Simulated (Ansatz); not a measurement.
Zn:
```cif
data_Zn2
_chemical_formula_sum 'Zn2'
_space_group_name_H-M_alt 'P63/mmc'
_space_group_IT_number 194
_space_group_name_Hall '-P 6c 2c'
_cell_length_a 2.59628
_cell_length_b 2.59628
_cell_length_c 4.97972
_cell_angle_alpha 90.000
_cell_angle_beta 90.000
_cell_angle_gamma 120.000
loop_
_atom_site_label
_atom_site_type_symbol
_atom_site_symmetry_multiplicity
_atom_site_Wyckoff_symbol
_atom_site_fract_x
_atom_site_fract_y
_atom_site_fract_z
_atom_site_occupancy
Zn1 Zn 2 d 0.66667 0.33333 0.25000 1
```

Relaxed with r²SCAN.

Q: Decompose the optical modes at the zone centre into irreducible representations, and say which are infrared and Raman allowed.

A: Point group 6/mmm: Γ_opt = B1g + E2g. Infrared: none. Raman: E2g.

Q: Assign frequencies (DFPT, plane-wave PAW r²SCAN (Ansatz code)).

A: E2g 74, B1g 128 cm⁻¹.

Subscripts of B labels follow the axes of the standard setting.

Space group P6_3/mmc (hcp (Mg type)). The cell was relaxed with r²SCAN under the symmetry of its start; of distortions, only those at the zone centre were tested. As this level gives no gap, phonon frequencies hold no LO–TO term and depend on the k-mesh and smearing (Fermi–Dirac, 0.1 eV here).

Potentials: the later of the program's two PAW sets.
